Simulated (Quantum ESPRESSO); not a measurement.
# Moving one atom in Al3SiN3C

These are calculations, not measurements. They come from pw.x of Quantum ESPRESSO 7.5, a plane-wave density functional program, with PseudoDojo standard norm-conserving files (v0.5 for PBE, v0.4.1 for LDA and PBEsol). The cells are made up: elements, strain and atom displacements were drawn at random, and nothing was relaxed. There is no spin polarisation, spin-orbit coupling or dispersion term.

The cell has 8 sites of a zincblende or diamond lattice. Sites 1 to 4 hold Al Al Al Si; sites 5 to 8 hold N N N C. Cell vectors in Å: (4.301, 0.011, -0.002); (0.011, 4.427, 0.021); (-0.002, 0.021, 4.363). Settings: PBE, cutoff 1143 eV, 4 x 4 x 4 k mesh shifted by half a step, Fermi-Dirac smearing of 0.025 eV.

Each run shifts the C atom on site 8 along z and leaves all else fixed. Site 3 is one of its nearest neighbours. E is the free energy of the cell above the lowest run shown. The last column is band 17 less band 16 at Gamma, from a band step after each run.

| run | shift (Å) | Fz on site 8 (eV/Å) | Fz on site 3 (eV/Å) | P (GPa) | E (meV) | level step at Gamma (eV) |
| --- | --- | --- | --- | --- | --- | --- |
| 1 | -0.1226 | 1.229 | -2.078 | 8.28 | 18.2 | 1.001 |
| 2 | -0.1049 | 0.827 | -2.001 | 8.26 | 0.0 | 1.016 |
| 3 | 0.0089 | -1.873 | -1.400 | 8.75 | 57.8 | 1.074 |
| 4 | 0.0397 | -2.630 | -1.208 | 9.06 | 127.1 | 1.072 |
| 5 | 0.0786 | -3.596 | -0.948 | 9.56 | 248.2 | 1.056 |
| 7 | 0.1222 | -4.686 | -0.637 | 10.28 | 428.7 | 1.026 |
| 6 | 0.1041 | ? | ? | ? | ? | ? |

A rerun of one of these cells at 1437 eV and k mesh 6 x 6 x 6 moved values by no more than 0.003 eV in the cell's energy, 0.02 GPa in stress and 0.002 eV/Å in force.

## Worked fit

A parabola through the six runs shown gives Fz on site 8 = -1.660 - 24.19 u - 4.8 u² eV/Å, with u in Å and a scatter of 0.005 eV/Å. Minus the slope, 24.19 ± 0.17 eV/Å², is this atom's force constant along z at u = 0, with its periodic images moving too. The fitted force vanishes at u = -0.070 Å, where the energy should be lowest along this line. The error is the larger of the fit's own and the change that a cubic makes, rounded up.

## Withheld run

Question: what Fz on site 8 should run 6 give?

The fit gives -4.230 eV/Å. The calculation gave -4.233 eV/Å.

```
run  shift (Å)  Fz on site 8 (eV/Å)  Fz on site 3 (eV/Å)  P (GPa)  E (meV)  level step at Gamma (eV)
  6     0.1041               -4.233               -0.769     9.96    348.0                     1.040
```